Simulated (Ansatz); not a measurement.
ZnO (wurtzite)

```xyz
4
Lattice="3.2298 0.0000 0.0000 -1.6149 2.7970 0.0000 0.0000 0.0000 5.2148" Properties=species:S:1:pos:R:3 pbc="T T T"
Zn     1.6149     0.9323     0.0106
Zn     0.0000     1.8647     2.6180
O      1.6149     0.9323     3.2496
O      0.0000     1.8647     0.6422
```

Two-dimensional scan of atom 2 (Zn, nearest neighbour O at 1.969 Å; its periodic images, 3.2 Å or more away, move with it): u runs along (1.000, 0.000, 0.000), v along (0.000, 0.000, 1.000) (Cartesian). Cell and other atoms are fixed.

These are PBEsol (plane waves to 420 eV, PAW, scalar-relativistic; Ansatz, a quantum-chemistry and plane-wave program) values and carry that method's errors. k mesh 9×9×5 (Γ-centred), Fermi-Dirac smearing 0.05 eV. Stress and pressure are positive under compression. ZnO was relaxed with its symmetry unable to fall.

Changes of P (GPa) from the point u = 0.000 Å, v = 0.000 Å when one coordinate moves alone (two changes are said to add if the coupling is within 5 % of the smaller one, nearly so within 20 %):

| point | change |
|---|---|
| u = 0.000 Å, v = -0.490 Å | 22.80 |
| u = 0.000 Å, v = -0.245 Å | 3.86 |
| u = -0.490 Å, v = 0.000 Å | 11.85 |
| u = -0.245 Å, v = 0.000 Å | 2.66 |
| u = 0.245 Å, v = 0.000 Å | 2.66 |
| u = 0.490 Å, v = 0.000 Å | 11.85 |
| u = 0.000 Å, v = 0.245 Å | 1.93 |
| u = 0.000 Å, v = 0.490 Å | 5.37 |

**Question.** What is the change at u = 0.245 Å, v = -0.490 Å, where both move, and how far is it from the sum?

**Answer.** The sum of the single changes is 2.66 + (22.80) = 25.46; the calculation gives 20.99, so the coupling contributes -4.47 (over 20 % of the smaller single change, not additive).

**Question.** Do the two effects add at u = 0.490 Å, v = -0.490 Å? Give the computed change.

**Answer.** The sum of the single changes is 11.85 + (22.80) = 34.65; the calculation gives 17.25, so the coupling contributes -17.40 (over 20 % of the smaller single change, not additive).

**Question.** Do the two effects add at u = -0.490 Å, v = 0.245 Å? Give the computed change.

**Answer.** The sum of the single changes is 11.85 + (1.93) = 13.78; the calculation gives 19.80, so the coupling contributes 6.02 (over 20 % of the smaller single change, not additive).

(A displaced cell: forces are minus the slopes of the energy, force constants its curvatures, and phonons follow from these.)
